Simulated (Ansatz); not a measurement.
SiCO₄:
```
CELL_PARAMETERS angstrom
     -2.21371     2.21371     3.30037
      2.21371    -2.21371     3.30037
      2.21371     2.21371    -3.30037
ATOMIC_POSITIONS crystal
  Si 0.00000 0.00000 0.00000
  C  0.75000 0.25000 0.50000
  O  0.41280 0.27286 0.42218
  O  0.85068 0.99062 0.57782
  O  0.72714 0.14932 0.13994
  O  0.00938 0.58720 0.86006
```

Relaxed with PBE. Special points in fractions of this cell's reciprocal vectors: Γ (0.000, 0.000, 0.000); X (0.000, 0.000, 0.500); P (0.250, 0.250, 0.250); N (0.000, 0.500, 0.000); M (0.500, 0.500, -0.500); S (0.362, 0.638, -0.362); S0 (-0.362, 0.362, 0.362); R (-0.225, 0.225, 0.500); G (0.500, 0.500, -0.225).

List the band energies nearest the valence-band maximum at these points for the program Ansatz at the PBE level (PAW).

In eV from the valence-band maximum; about four levels below and three above (degenerate sets whole), none deeper than 8.9 eV; points with the same levels are listed once.

```json
[
 {"k": "Γ", "below": "-1.14 -1.14 -0.95 -0.29 -0.29", "above": "6.89 8.39 10.18 10.18"},
 {"k": "X", "below": "-1.03 -0.38 -0.22 -0.18", "above": "8.72 9.00 9.24"},
 {"k": "P", "below": "-0.95 -0.55 -0.36 -0.21", "above": "8.85 8.86 9.11"},
 {"k": "N", "below": "-1.21 -0.83 -0.33 -0.06", "above": "8.24 9.23 9.71"},
 {"k": "M", "below": "-2.08 -2.08 -1.21 0.00 0.00", "above": "9.36 9.36 9.40"},
 {"k": "S", "below": "-1.29 -1.01 -0.17 -0.13", "above": "8.69 9.11 9.65"},
 {"k": "R", "below": "-1.14 -0.66 -0.25 -0.17", "above": "8.70 9.22 9.30"}
]
```

Space group I-4. The start of the workflow was typed in or built on a structure type; neither database checked (COD, Materials Project) lists it. Whether it is the stable phase at ambient conditions was not checked. The cell was relaxed with PBE under the symmetry of its start; whether a distortion lowers the energy is not shown. The volume moved by 18 % from the start of the relaxation.

Potentials: the earlier of the program's two PAW sets.
